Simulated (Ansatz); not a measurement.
Structure from Materials Project entry mp-561586 (possibly hypothetical), not relaxed further.

An input for CsLaS₂ and the output that it gave: DFT, LDA, all-electron PAW with datasets made for the crystal, scalar-relativistic (Ansatz 0.2.0).

Command: `ansatz run input.yaml --threads 1 --pin off --max-ram 4096MiB --backend cpu --events-out ev --progress --plain --runs-dir out` The run took 50 s on 1 thread of Arm Neoverse V1, on a shared host.

```yaml
crystal:
  lattice:
    - [2.1659806087, 1.2505294875, 8.1006467352]
    - [-2.1659806087, 1.2505294875, 8.1006467352]
    - [0.0, -2.501058975, 8.1006467352]
  atoms:
    - { symbol: Cs, position: [0.0, 0.0, 0.0] }
    - { symbol: La, position: [0.5, 0.5, 0.5] }
    - { symbol: S, position: [0.22908551, 0.22908551, 0.22908551] }
    - { symbol: S, position: [0.77091449, 0.77091449, 0.77091449] }
kpoints:
  mp_grid: { grid: [8, 8, 8] }
  band_path:
    path:
      - [0.0, 0.0, 0.0]
      - [0.5, 0.5, 0.5]
      - [0.8174457724, 0.1825542276, 0.5]
      - [0.5, -0.1825542276, 0.1825542276]
      - [0.5, 0.0, 0.0]
      - [0.0, 0.0, 0.0]
      - [0.3412771138, -0.3412771138, 0.0]
      - [0.6587228862, 0.0, 0.3412771138]
      - [0.5, 0.0, 0.5]
    npoints: 8
scf:
  occupations: { method: fermi_dirac, width: 0.03 }
hamiltonian:
  xc: lda
  pseudopotentials: { kind: all_electron, datasets: crystal }
output:
  forces: true
  stress: true
  eigenvalues: true
  efg: { contact_densities: true }
```

The log:

```
basis.fft_grid_basis auto: the FFT boxes are laid along the combinations [[1, 0, -1], [0, 1, -1], [0, 0, 1]] of the cell's own vectors, 4.332, 4.332 and 8.478 Å long. The dense box has 24×24×45 points. Along the cell's own vectors, as sized, it would have 45×45×45, 3.52 times as many. Of the 12 symmetry operations that the crystal satisfies within crystal.symmetry.tolerance (time reversal apart; of a slab, those that keep its plane) the dense box along the cell's own vectors carries 12, and the one as laid loses 8 of those. basis.fft_grid_basis: typed keeps the cell's own vectors: state it where this run's energies or levels are differenced outside the engine with another run's, or held beside a run that keeps those vectors.
hamiltonian.pseudopotentials.datasets: crystal makes datasets for this crystal and solves the spheres of its atoms anew in each pass: cutoff 240.0 eV, the density's 960.0 eV; for an error of 0.50 meV an atom under PBE, 2.0 meV for the cell; an energy difference from a run of another recipe may be off by several times the error for the cell, under r2SCAN by more, where some 0.1 meV an atom stays at smaller errors; S in spheres of 1.376 Å, 6 of its electrons in bands; Cs in spheres of 1.376 Å, 9 of its electrons in bands; La in spheres of 1.376 Å, 11 of its electrons in bands
Cs, La: output.efg is read without spin–orbit coupling, which moves field gradients at and beside such atoms by some per cent and up to a factor of two; PAW files take it under magnetization.noncollinear and magnetization.spin_orbit
Engine: ansatz 0.2.0
Pseudopotentials: kind: all_electron
Pseudopotential: Cs, paw, valence charge 9, recommended cutoff 240 eV (normal), Koelling and Harmon's equation, gaussian nucleus
Pseudopotential: La, paw, valence charge 11, recommended cutoff 240 eV (normal), Koelling and Harmon's equation, gaussian nucleus
Pseudopotential: S, paw, valence charge 6, recommended cutoff 240 eV (normal), Koelling and Harmon's equation, gaussian nucleus
Functional definition: SPW92
  exchange = slater_x
  correlation = pw_c
Crystal: 4 atoms, lattice volume = 131.650 Å³
Basis set: ecut = 240 eV, 1113 PW (Γ), FFT grids on a1−a3, a2−a3, a3
Bands: 20, of which v1, the nominal top of the filled ones, is band 16 counted from 1 (15 counted from 0)
Symmetry: 12 space group operations
Space group: R-3m (ITA 166), of the structure as read, at distance tolerance 5.1e-5 Å
k-points: 65 of 512
Non-local potential: Cs, projectors of the file, l = 0: 2, l = 1: 1, l = 2: 2, l = 3: 2
Non-local potential: La, projectors of the file, l = 0: 2, l = 1: 2, l = 2: 1, l = 3: 2
Non-local potential: S, projectors of the file, l = 0: 1, l = 1: 1, l = 2: 2
PAW form: soft (Blöchl's): semilocal exchange-correlation on the pseudo side does not see the compensation charge
PAW one-centre angular grid: Cs, 194 points (default); XC on its mesh's 1853 points in the sphere
PAW one-centre angular grid: La, 590 points (default); XC on its mesh's 1849 points in the sphere
PAW one-centre angular grid: S, 110 points (default); XC on its mesh's 1989 points in the sphere
Initial density: superposition of atomic densities (neutral atoms: chi_scale 0, normalization atom)
Initial wavefunctions: pseudopotential atomic-orbital guess
Functional: x = slater, c = lda
iter 1 solved again at ethr=1.44e-2 eV; its pass at ethr=1.00e-1 eV (dr2=4.60e0 eV) is discarded
SCF iter   1: F=—  HF=-464323.641065 eV  |F-HF|=—  |Δ(HF+E_count)|=         —  Δρ=3.29e-2  dr2=4.17e0  ethr=1.44e-2  ⟨swp⟩=4.7  Hψ=7334  notcnv=0
preconditioner: auto → Resta (q_TF=auto, 2.155 Å⁻¹)  ε∞=4.0  [insulator: Δε(μ)=3.345 eV  Ē_g=9.860 eV  σ=0.030 eV  W_gap=1.00  n_scr=28 (ndim 8)  ℏωp=17.1 eV  f_vac=0.000  D(μ)=0.00/eV (n_scr^D=0)  ε∞_Penn≈4.0]
SCF iter   2: F=—  HF=-464322.565773 eV  |F-HF|=—  |Δ(HF+E_count)|=    1.08e0  Δρ=1.41e-2  dr2=8.49e-1  ethr=1.30e-2  ⟨swp⟩=3.5  Hψ=3073  notcnv=0  defer=4
iter 3 solved again at ethr=2.38e-4 eV; its pass at ethr=2.65e-3 eV (dr2=7.63e-2 eV) is discarded
SCF iter   3: F=—  HF=-464322.353443 eV  |F-HF|=—  |Δ(HF+E_count)|=   2.12e-1  Δρ=5.99e-3  dr2=7.75e-2  ethr=2.38e-4  ⟨swp⟩=5.8  Hψ=7601  notcnv=1  defer=124
SCF iter   4: F=—  HF=-464322.335956 eV  |F-HF|=—  |Δ(HF+E_count)|=   1.75e-2  Δρ=1.63e-3  dr2=8.03e-3  ethr=2.38e-4  ⟨swp⟩=4.9  Hψ=3395  notcnv=0  defer=200
SCF iter   5: F=—  HF=-464322.336506 eV  |F-HF|=—  |Δ(HF+E_count)|=   5.50e-4  Δρ=4.63e-4  dr2=4.94e-4  ethr=2.51e-5  ⟨swp⟩=6.1  Hψ=4664  notcnv=0  defer=144
SCF iter   6: F=—  HF=-464322.336594 eV  |F-HF|=—  |Δ(HF+E_count)|=   8.81e-5  Δρ=2.08e-4  dr2=7.98e-5  ethr=1.54e-6  ⟨swp⟩=5.0  Hψ=4028  notcnv=0  defer=72
SCF iter   7: F=—  HF=-464322.336606 eV  |F-HF|=—  |Δ(HF+E_count)|=   1.22e-5  Δρ=7.36e-5  dr2=1.43e-5  ethr=2.49e-7  ⟨swp⟩=4.5  Hψ=3637  notcnv=0  defer=50
SCF iter   8: F=—  HF=-464322.336607 eV  |F-HF|=—  |Δ(HF+E_count)|=   7.69e-7  Δρ=3.59e-5  dr2=3.92e-6  ethr=4.46e-8  ⟨swp⟩=2.9  Hψ=2475  notcnv=0  defer=35
SCF iter   9: F=—  HF=-464322.336607 eV  |F-HF|=—  |Δ(HF+E_count)|=   5.17e-8  Δρ=1.07e-5  dr2=3.40e-7  ethr=1.23e-8  ⟨swp⟩=4.5  Hψ=3416  notcnv=0  defer=29
SCF iter  10: F=—  HF=-464322.336607 eV  |F-HF|=—  |Δ(HF+E_count)|=   1.78e-8  Δρ=2.41e-6  dr2=1.06e-8  ethr=1.06e-9  ⟨swp⟩=4.3  Hψ=3482  notcnv=0  defer=15
SCF iter  11: F=—  HF=-464322.336636 eV  |F-HF|=—  |Δ(HF+E_count)|=   2.88e-5  Δρ=1.21e-5  dr2=3.05e-8  ethr=3.32e-11  ⟨swp⟩=6.0  Hψ=5198  notcnv=0  defer=11  reapply=1
SCF iter  12: F=-464322.336636 eV  HF=-464322.336636 eV  |F-HF|=9.72e-9  |Δ(HF+E_count)|=   2.60e-8  Δρ=2.68e-6  dr2=1.06e-8  ethr=3.32e-11  ⟨swp⟩=4.1  Hψ=3206  notcnv=0  defer=9
SCF 1 converged in 12 iterations: F = -464322.336638 eV  dr2 = 1.06e-8
  Residual-converged pass: ⟨swp⟩=4.4  Hψ=3767  notcnv=0  max |occ|·‖R‖ = 6.6e-6 eV (tolerance 6.7e-6 eV)  dr2=1.07e-8  dr2_onsite=1.92e-8  max |Δocc| = 5.3e-22
  greatest PAW one-centre occupation: 0.968 electrons in one spin orbital (limit 2), on the La atom at site 1 (counted from 0), in its partial waves of l = 0
NSCF: frozen V_eff on 65 k-points
SCF converged after 12 iterations
Free energy (F): -464322.336638 eV
Harris-Foulkes:  -464322.336638 eV  (|F-HF|=9.72e-9)
Internal energy: -464322.336638 eV  (E = F + TS)
E sigma→0 (E₀):  -464322.336638 eV
Past the cutoff: the bands carry plane waves up to 1.75 times it, of which those up to 1.5 times it add -0.000105 eV an atom, each by itself; the spheres take 0.000064 eV an atom off the energy for waves past 1.75 times it
By the cutoff:   a pressure is off by up to 0.004 GPa (1.2 times the spheres' own share and the shells' term, over an atom's volume, and 0.004 GPa: a bound that held against runs at twice the plane waves)
Past the cutoffs: a stress includes 0.0003 GPa for waves and charges beyond them, in addition to the slope of what the spheres take
In the spheres:  the bands' charges fall short by 1.6e-6 e at most (sound up to 1e-3)
Fermi energy:    8.450692 eV
--- Per-component energies (eV) ---
  The terms above E_closure are by the made datasets' own strengths, without shells solved beside the bands.
--- Forces (eV/Å), atoms counted from 1 ---
  atom   1  Cs    -0.00000000     0.00000000     0.00000000
  atom   2  La    -0.00000000     0.00000000    -0.00000000
  atom   3  S      0.00000000    -0.00000000    -0.16880486
  atom   4  S      0.00000000     0.00000000     0.16880486
  max |Σ_I F_I| component: 6.16e-32 eV/Å
--- Stress (GPa, compression-positive) ---
       -2.944236       0.000000       0.000000
        0.000000      -2.944236      -0.000000
        0.000000      -0.000000      -3.340997
  P = ⅓ Tr σ = -3.0765 GPa (-30.765 kbar)
--- PAW observables at the nuclei: V_zz in 10²¹ V/m², potentials from the cell's mean, atoms counted from 1 ---
  atom   1  Cs V_zz =   -12.584808   η = 0.0000   by run symmetry: allowed
            electrostatic potential = -9370.252197 V   contact ρ = 1892900.434527 e/Å³
  atom   2  La V_zz =    +6.915335   η = 0.0000   by run symmetry: allowed
            electrostatic potential = -9866.961389 V   contact ρ = 2237948.181605 e/Å³
  atom   3  S  V_zz =    +0.570185   η = 0.0000   by run symmetry: allowed
            electrostatic potential = -1631.550756 V   contact ρ = 19620.764740 e/Å³
  atom   4  S  V_zz =    +0.570185   η = 0.0000   by run symmetry: allowed
            electrostatic potential = -1631.550756 V   contact ρ = 19620.764740 e/Å³
--- Band table (eV; the first three rows and the last of 65) ---
  k-point 0: bands = ["-23.6993", "-13.3709", "-7.6545", "-7.2325", "-7.2325", "-3.2155", "-2.6046", "0.1236", "0.1991", "0.1991", "5.2209", "5.9051", "5.9051", "7.1436", "7.2766", "7.2766", "10.4151", "10.7689"]
  k-point 1: bands = ["-23.6951", "-13.3583", "-7.6253", "-7.3311", "-7.2468", "-3.1001", "-2.6492", "0.0627", "0.1006", "0.1672", "5.3965", "5.9388", "5.9763", "6.8718", "7.1416", "7.1856", "10.5331", "10.7501"]
  k-point 2: bands = ["-23.6851", "-13.3275", "-7.5838", "-7.5167", "-7.2810", "-2.9140", "-2.6999", "-0.2171", "0.0551", "0.0920", "5.6460", "5.9156", "6.1238", "6.3964", "7.0224", "7.1468", "10.3156", "10.8473"]
  k-point 64: bands = ["-23.6993", "-13.3712", "-7.6494", "-7.2325", "-7.2325", "-3.3419", "-2.4378", "0.0512", "0.1988", "0.1988", "5.6382", "5.9462", "5.9462", "6.4941", "7.1920", "7.1920", "10.4495", "10.9527"]
```
